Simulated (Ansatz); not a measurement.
**TiO₂ — coordination and ¹⁷O quadrupole coupling**

Cell: an entry of the Crystallography Open Database (COD), its atoms then relaxed with PBE in this cell.

Space group Pbca (No. 61); a = 5.1450, b = 9.1850, c = 5.4470 Å.

| site | Wyckoff | site symmetry | x | y | z |
| --- | --- | --- | --- | --- | --- |
| Ti | 8c | 1 | 0.1386 | 0.1290 | 0.9056 |
| O9 | 8c | 1 | 0.4646 | 0.2299 | 0.8912 |
| O17 | 8c | 1 | 0.8160 | 0.0098 | 0.8506 |

One atom of each set is listed.

The numbers come from a DFT calculation in Ansatz (r2SCAN, plane waves and PAW, scalar-relativistic, 500 eV cutoff, Γ-centred 5×3×5 k-points, Fermi–Dirac smearing 0.02 eV).

Q(¹⁷O) = -25.58 mb.

(1) Rank these O sites by |C_Q|, smallest first.
A. O17: 3 Ti at 1.86–2.01 Å
B. O9: 3 Ti at 1.92–2.07 Å

## Answers

(1) A (1.32 MHz, η = 0.96), B (1.58 MHz, η = 0.76).

Like point charges on the first shell alone (each adding as 1/d³) would put O17 above O9: the covalent part of each bond and the atoms beyond the first shell count as well.
